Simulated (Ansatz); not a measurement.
Values for one crystal, relaxed and computed with the program Ansatz at the PBEsol level (PAW); other levels are named.

```yaml
volume_per_atom: 9.48 Å³
electronic_character: metallic (no gap)
highest_zone_centre_frequency: 637 cm⁻¹
hill_bulk_and_shear_moduli: 230 and 83.7 GPa
Pressure derivative B′: 5.5
Poisson's ratio: 0.34
Density of states at the Fermi level: 0.57 states/eV per atom (mean over ±0.08 eV)
```

Task: Which compound is it?
A. BaN2, C2/c (Ba on 4e, N on 8f)
B. Ni3N, P6_322 (Ni on 6g, N on 2c)
C. Cu3N, Pm-3m (N on 1a, Cu on 3d)
D. TaN, P6/mmm (Ta on 1a, Ta on 2d, N on 3f)

Result: B, Ni3N, P6_322 (Ni on 6g, N on 2c)

The first step of the workflow began from a Materials Project structure, measured or hypothetical; the Crystallography Open Database copy checked does not list it. Its standing as an ambient phase is unchecked. The cell was relaxed with PBEsol under the symmetry of its start; its stability against distortions is not shown here. No spin polarisation was allowed. As this level gives no gap, shear constants depend on the k-mesh and smearing (Fermi–Dirac, 0.1 eV here). As this level gives no gap, phonon frequencies hold no LO–TO term and depend on the k-mesh and smearing (Fermi–Dirac, 0.1 eV here). On the denser mesh and wider smearing of the elastic run this cell carries a stress of 0.5 GPa.

Potentials: the later of the program's two PAW sets.
